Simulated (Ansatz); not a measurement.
Starting cell, SnO (litharge type, space group P4/nmm):

```yaml
crystal:
  lattice:
    - [3.83618, 0.00000, 0.00000]
    - [0.00000, 3.83618, 0.00000]
    - [0.00000, 0.00000, 4.75736]
  atoms:
    - { symbol: Sn, position: [0.50000, 0.00000, 0.24343] }
    - { symbol: Sn, position: [0.00000, 0.50000, 0.75657] }
    - { symbol: O, position: [0.00000, 0.00000, 0.00000] }
    - { symbol: O, position: [0.50000, 0.50000, 0.00000] }
```

In each cell atom 3 (O, nearest neighbour Sn at 2.241 Å; its periodic images, 3.8 Å or more away, move with it) moves by s·(0.000, 0.000, 1.000) (along Cartesian z), the rest being held.

The numbers are results of PBE-D3(BJ) (plane waves to 420 eV, PAW, scalar-relativistic; Ansatz, a program for electronic structure), not measurements. k mesh 10×10×8 (Γ-centred), Fermi-Dirac smearing 0.05 eV. E stands for the smeared free energy. With partly filled bands, energies and forces of such displacements shift with the k mesh and the smearing. At this level the bands of SnO touch or barely overlap; measurements give the solid a gap. SnO was relaxed with its symmetry unable to fall. The PAW data are Ansatz's earlier set. ΔE is measured from the undisplaced structure. The last digit holds for this mesh only.

| s (Å) | ΔE (meV/cell) |
|---|---|
| -0.450 | 635.6 |
| -0.360 | 417.8 |
| -0.270 | withheld |
| -0.180 | 108.0 |
| -0.090 | 27.2 |
| 0.000 | 0.0 |
| 0.090 | 27.2 |
| 0.180 | 108.0 |
| 0.270 | withheld |
| 0.360 | 417.8 |
| 0.450 | 635.6 |

Question: Fit an even polynomial form (powers 2, 4) to the given rows and predict ΔE at s = -0.270.

Answer: Least squares on the 9 given rows: ΔE = (3373)·s² + (-1158)·s⁴, in meV/cell with s in Å; root-mean-square residual 0.07 meV/cell. At -0.270 the fit gives 239.7 meV/cell; the calculation gives 239.8 meV/cell, so the interpolation is off by -0.1 (-0.0 %). The quadratic term alone would give 245.9 meV/cell.

(For displaced atoms, the force is minus the slope of the energy, and its curvature is a force constant, which sets phonon frequencies.)
